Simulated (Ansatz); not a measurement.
Consider the following.

La$_{2}$TaReN$_{6}$:
```
La2TaReN6
1.0
    0.00000     4.00744     4.00744
    4.00744     0.00000     4.00744
    4.00744     4.00744     0.00000
La Ta Re N
2 1 1 6
Direct
  0.25000   0.25000   0.25000
  0.75000   0.75000   0.75000
  0.50000   0.50000   0.50000
  0.00000   0.00000   0.00000
  0.75530   0.75530   0.24470
  0.24470   0.24470   0.75530
  0.24470   0.75530   0.75530
  0.75530   0.24470   0.24470
  0.75530   0.24470   0.75530
  0.24470   0.75530   0.24470
```

This is the r²SCAN-relaxed structure.

### Question
All from r²SCAN (plane waves, PAW; program Ansatz), unless another level is named. Predict the electronic character.

### Answer
metallic (no gap).

### Question
And the formation energy from the elements (no fitted shifts)?

### Answer
-110 kJ/mol-atom.

### Question
And the density of states at the Fermi level?

### Answer
0.19 states/eV per atom (mean over ±0.08 eV).

### Question
Give the gap with spin–orbit coupling.

### Answer
none (metallic).

Space group Fm-3m. The start of the workflow was typed in or built on a structure type; neither database checked (COD, Materials Project) lists it. Its standing as an ambient phase is unchecked. The cell was relaxed with r²SCAN under the symmetry of its start; whether a distortion lowers the energy is not shown. The workflow began spin-polarised and lost its moments. The references are the lowest solids computed at this level, not always the standard phases (solids in place of the gases). Scalar-relativistic: spin–orbit coupling is off unless named, which matters more the heavier the elements.

Potentials: the later of the program's two PAW sets.
